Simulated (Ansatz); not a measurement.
Si2MoN4:
```xyz
14
Lattice="2.8871 0.0000 0.0000 -1.4436 2.5003 0.0000 0.0000 0.0000 20.8320" Properties=species:S:1:pos:R:3 pbc="T T T"
Mo     0.0000     1.6669     5.2080
Mo     1.4436     0.8334    15.6240
N      1.4436     0.8334     6.4508
N      0.0000     1.6669    16.8667
N      0.0000     1.6669    14.3812
N      1.4436     0.8334     3.9652
Si     1.4436     0.8334     8.1835
Si     0.0000     1.6669    18.5995
Si     0.0000     1.6669    12.6485
Si     1.4436     0.8334     2.2325
N      0.0000     0.0000     8.6780
N      0.0000     0.0000    19.0940
N      0.0000     0.0000    12.1539
N      0.0000     0.0000     1.7380
```

Relaxed with r²SCAN+D4. Independent-particle spectrum: no excitons, no local fields, no scissors shift; 0.1 eV broadening; ε₁ of the summed bands alone.

### Question
Tabulate the dielectric function from DFT-r²SCAN+D4 in the program Ansatz with PAW potentials.

### Answer


```
E (eV)  ε₁ xx  ε₂ xx  ε₁ zz  ε₂ zz
------  -----  -----  -----  -----
0.0      8.09   0.00   5.51   0.00
0.3      8.12   0.00   5.52   0.00
0.6      8.22   0.00   5.54   0.00
0.9      8.39   0.00   5.58   0.00
1.2      8.67   0.00   5.64   0.00
1.5      9.10   0.00   5.71   0.00
1.8      9.80   0.00   5.80   0.00
2.1     11.53   0.07   5.92   0.00
2.4     11.60   3.98   6.07   0.00
2.7     10.94   3.55   6.26   0.00
3.0     13.02   7.50   6.51   0.02
3.3      8.46   7.37   6.80   0.01
3.6      8.07   7.04   7.24   0.01
3.9      8.21   7.78   8.02   0.28
4.2      8.02  12.87   8.32   0.59
4.5     -3.04   5.97   9.17   0.67
4.8      1.90   2.57  10.99   1.30
5.1      3.64   1.11  12.79   5.56
5.4      7.20   2.43   8.32   7.33
5.7      7.39   4.63  11.08   9.00
6.0      7.52   5.83   4.37  12.28
6.3      4.89   8.75   0.69   7.02
6.6      3.95   7.95   2.78   4.13
6.9      2.52   6.77   5.16   4.18
7.2      4.71   7.41   6.16   4.39
7.5     -0.99   8.07  12.10  11.00
7.8      0.44   4.27  -2.57  15.29
8.1      1.60   3.95  -4.19   5.81
8.4      2.68   4.03  -1.01   3.57
8.7      2.84   5.35   1.24   3.82
9.0      1.62   6.00   1.48   5.67
9.3      1.85   4.72  -0.10   7.23
9.6      1.54   5.90  -2.63   2.59
9.9      1.06   4.56  -0.63   1.66
10.2     2.63   5.28   0.45   1.65
10.5     0.46   6.98   0.94   2.06
10.8    -1.07   5.71   1.27   2.01
11.1    -1.13   4.81   1.69   2.29
11.4    -1.12   4.05   2.00   2.97
11.7    -0.14   3.43   0.75   2.37
12.0    -0.21   3.96   2.03   2.20
```

### Question
From ε at 3.7 eV (xx: 8.07 + 7.15i), find n, k, the normal reflectivity and the absorption coefficient.

### Answer
n = 3.07, k = 1.164, R = 31 %, α = 2kE/ħc = 440000 cm⁻¹.

With all bands, ε∞ without local fields is 8.22 (xx = yy), 5.65 (zz).

Space group P6_3/mmc. The start of the workflow was typed in or built on a structure type; neither database checked (COD, Materials Project) lists it. Whether it is the stable phase at ambient conditions was not checked. Symmetry was held in the r²SCAN+D4 relaxation; whether a distortion lowers the energy is not shown. The workflow began spin-polarised and lost its moments. Spin–orbit coupling is left out wherever it is not named.

Potentials: the later of the program's two PAW sets.
